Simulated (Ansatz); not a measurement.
Starting cell, BN (wurtzite):

```xyz
8
Lattice="5.0879 0.0000 0.0000 -1.2720 2.2031 0.0000 0.0000 0.0000 4.2077" Properties=species:S:1:pos:R:3 pbc="T T T"
B      1.2720     0.7344     4.2073
B      3.8160     0.7344     4.2073
B      0.0000     1.4688     2.1034
B      2.5440     1.4688     2.1034
N      1.2720     0.7344     2.6311
N      3.8160     0.7344     2.6311
N      0.0000     1.4688     0.5272
N      2.5440     1.4688     0.5272
```

A phonon eigenvector at M = (0.5, 0.0, 0.0) is frozen into this cell: atom i moves by Q times the vector below, so Q is the largest atomic displacement, in Å. The cell is held. (q is in reciprocal vectors of the primitive cell; the cell shown is doubled to hold the pattern.)

```tsv
atom	x	y	z
B1	0.805	0.465	-0.369
B2	-0.805	-0.465	0.369
B3	0.805	0.465	0.369
B4	-0.805	-0.465	-0.369
N5	-0.592	-0.342	-0.054
N6	0.592	0.342	0.054
N7	-0.592	-0.342	0.054
N8	0.592	0.342	-0.054
```

Calculation: r2SCAN (plane waves to 500 eV, PAW, scalar-relativistic; Ansatz, an electronic-structure program). k mesh 15×15×8 (Γ-centred), Fermi-Dirac smearing 0.05 eV. BN was relaxed with its symmetry unable to fall.

At one point of the scan the forces (eV/Å) are:

```tsv
atom	Fx	Fy	Fz
B1	5.120	2.956	-2.645
B2	-4.498	-2.597	1.786
B3	4.498	2.597	1.786
B4	-5.120	-2.956	-2.645
N5	-4.493	-2.594	-0.053
N6	4.763	2.750	0.912
N7	-4.763	-2.750	0.912
N8	4.493	2.594	-0.053
```

### Question
Which point is it?
(A) Q = -0.060 Å
(B) Q = -0.120 Å
(C) Q = -0.180 Å
(D) Q = -0.150 Å

### Answer
B, Q = -0.120 Å

(For displaced atoms, the force is minus the slope of the energy, and its curvature is a force constant, which sets phonon frequencies.)
